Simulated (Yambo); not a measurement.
Yambo run on RbO$_{2}$H$_{3}$ (space group Cmc2_1, No. 36). The wavefunctions come from this Quantum ESPRESSO step (PBEsol, PseudoDojo standard norm-conserving files, scalar-relativistic):

```
&CONTROL
  calculation = 'nscf'
  pseudo_dir = './pseudo'
  outdir = './out'
/
&SYSTEM
  ibrav = 0
  nat = 12
  ntyp = 3
  ecutwfc = 84.0
  ecutrho = 336.0
  occupations = 'fixed'
  force_symmorphic = .true.
  nbnd = 148
/
&ELECTRONS
  conv_thr = 1.2000000000000002e-08
  diago_full_acc = .true.
  diago_thr_init = 1e-08
/
ATOMIC_SPECIES
H 1.0080 H.upf
O 15.9990 O.upf
Rb 85.4678 Rb.upf
CELL_PARAMETERS angstrom
  2.110520000000  -5.437285000000   0.000000000000
  2.110520000000   5.437285000000   0.000000000000
  0.000000000000   0.000000000000   5.939790000000
ATOMIC_POSITIONS crystal
H   0.510390000000   0.489610000000   0.978400000000
H   0.489610000000   0.510390000000   0.478400000000
H   0.699090000000   0.914890000000   0.700550000000
H   0.300910000000   0.085110000000   0.200550000000
H   0.085110000000   0.300910000000   0.700550000000
H   0.914890000000   0.699090000000   0.200550000000
O   0.158610000000   0.841390000000   0.244570000000
O   0.841390000000   0.158610000000   0.744570000000
O   0.533400000000   0.466600000000   0.136440000000
O   0.466600000000   0.533400000000   0.636440000000
Rb   0.153680000000   0.846320000000   0.735380000000
Rb   0.846320000000   0.153680000000   0.235380000000
K_POINTS automatic
4 4 2 0 0 0
```

Yambo input:

```
rim_cut
gw0
dyson
el_el_corr
HF_and_locXC
ppa
em1d
RandQpts= 1000000
RandGvec= 1 Ry
EXXRLvcs= 84 Ry
VXCRLvcs= 336 Ry
Chimod= "HARTREE"
% BndsRnXp
 1 | 147 |
%
NGsBlkXp= 6 Ry
% LongDrXp
 1.0 | 1.0 | 1.0 |
%
PPAPntXp= 27.2114 eV
% GbndRnge
 1 | 147 |
%
GTermKind= "BG"
DysSolver= "n"
ExtendOut
% QPkrange
 1 | 1 | 24 | 25 |
 5 | 5 | 24 | 25 |
 6 | 6 | 24 | 25 |
 9 | 9 | 24 | 25 |
 13 | 13 | 24 | 25 |
 14 | 14 | 24 | 25 |
%
```

k points by index: 1 = Γ, 5 = (0, -0.5, 0), 6 = (0, -0.5, -0.5), 9 = (0.25, -0.5, 0), 13 = (-0.5, -0.5, 0), 14 = (-0.5, -0.5, -0.5).

Resulting energies as the program prints them:

```
#    K-point    Band    Eo [eV]    E [eV]    E-Eo [eV]    Vxc [eV]    Vnlxc [eV]    Sc|Eo [eV]    Sc|E [eV]    dSc/dw|Eo [eV]    Re(Z)    Im(Z)
#
    1    24    -0.019761    -1.712037    -1.692276    -18.60132    -24.66536    3.975331    4.371763    -6.374045    0.810212    -0.001165
    1    25    4.436519    5.426506    0.989987    -9.171550    -5.012098    -3.034551    -3.169465    -3.708045    0.880073    -0.744711E-3
    5    24    -0.018875    -1.645364    -1.626489    -18.79125    -24.66343    3.869277    4.245701    -6.297140    0.812072    -0.001145
    5    25    6.892309    8.153992    1.261683    -8.092294    -3.700106    -2.966916    -3.130506    -3.528014    0.885228    -0.739394E-3
    6    24    -0.098796    -1.757227    -1.658431    -18.61213    -24.51788    3.863768    4.247317    -6.292775    0.812178    -0.001150
    6    25    7.255659    8.635478    1.379818    -9.651135    -5.017814    -3.057296    -3.253503    -3.869182    0.875510    -0.802050E-3
    9    24    0.000000    -1.661064    -1.661064    -18.68492    -24.67182    3.938012    4.325839    -6.352856    0.810724    -0.001158
    9    25    6.160330    7.422426    1.262095    -10.31483    -5.774026    -3.094130    -3.278705    -3.979285    0.872420    -0.800376E-3
    13    24    -0.023652    -1.717446    -1.693795    -18.68436    -24.76960    3.994334    4.391443    -6.379210    0.810088    -0.001162
    13    25    6.038464    7.308482    1.270018    -10.13266    -5.597751    -3.081165    -3.264891    -3.936272    0.873625    -0.793891E-3
    14    24    -0.296604    -1.878435    -1.581831    -18.68850    -24.42842    3.793451    4.158095    -6.272291    0.812675    -0.001143
    14    25    7.038172    8.396580    1.358408    -9.884352    -5.388119    -2.943095    -3.137824    -3.900570    0.874627    -0.796136E-3
```
(The two width columns are left out.) Convergence of these settings isn't established.

Geometry of the Materials Project entry, not relaxed at this level.

The structure is a Materials Project entry; no match was found in the copy of COD used, and its stability was not checked.
